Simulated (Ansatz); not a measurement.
## Response of NbRu$_{3}$ to small distortions

```xyz
4
Lattice="3.8800 0.0000 0.0000 0.0000 3.8800 0.0000 0.0000 0.0000 3.8800" Properties=species:S:1:pos:R:3 pbc="T T T"
Nb    0.0000    0.0000    0.0000
Ru    0.0000    1.9400    1.9400
Ru    1.9400    0.0000    1.9400
Ru    1.9400    1.9400    0.0000
```

Atoms are numbered in the order listed.

The geometry is COD entry 2310239, unchecked; take it as a test cell.

Spin polarisation is left out, and whether a magnetic state lies lower isn't shown here.

Method: Ansatz 0.2.0, DFT, LDA, all-electron PAW with datasets made for the crystal, scalar-relativistic.

Settings: a Γ-centred 9×9×9 k mesh, Fermi–Dirac smearing of 0.05 eV, cutoff 260 eV (chosen by the program for this cell), no spin polarisation.

The unchanged cell is at -11.39 GPa.

In a metal, stresses and small energies carry noise from the k mesh.

x, y and z are the Cartesian axes of the cell as listed; fractional coordinates follow a strain, and an engineering shear is twice the off-diagonal strain component.

Q: One change gave: energy change +2 meV/atom; stress change (xx, yy, zz, yz, xz, xy) 0.08, 0.08, 0.08, -1.58, -1.58, -1.58 GPa, compression positive. Which change was it?
A. equal xy, yz and zx engineering shear strains of +2 %
B. equal xy, yz and zx engineering shear strains of +1 %
C. equal xy, yz and zx engineering shear strains of -1 %
D. equal xy, yz and zx engineering shear strains of -2 %

A: B. For equal xy, yz and zx engineering shear strains of -2 %: energy change +8 meV/atom; stress change (xx, yy, zz, yz, xz, xy) 0.33, 0.33, 0.33, 3.19, 3.19, 3.19 GPa, compression positive. For equal xy, yz and zx engineering shear strains of -1 %: energy change +2 meV/atom; stress change (xx, yy, zz, yz, xz, xy) 0.08, 0.08, 0.08, 1.56, 1.56, 1.56 GPa, compression positive. For equal xy, yz and zx engineering shear strains of +2 %: energy change +8 meV/atom; stress change (xx, yy, zz, yz, xz, xy) 0.32, 0.32, 0.32, -3.23, -3.23, -3.23 GPa, compression positive.
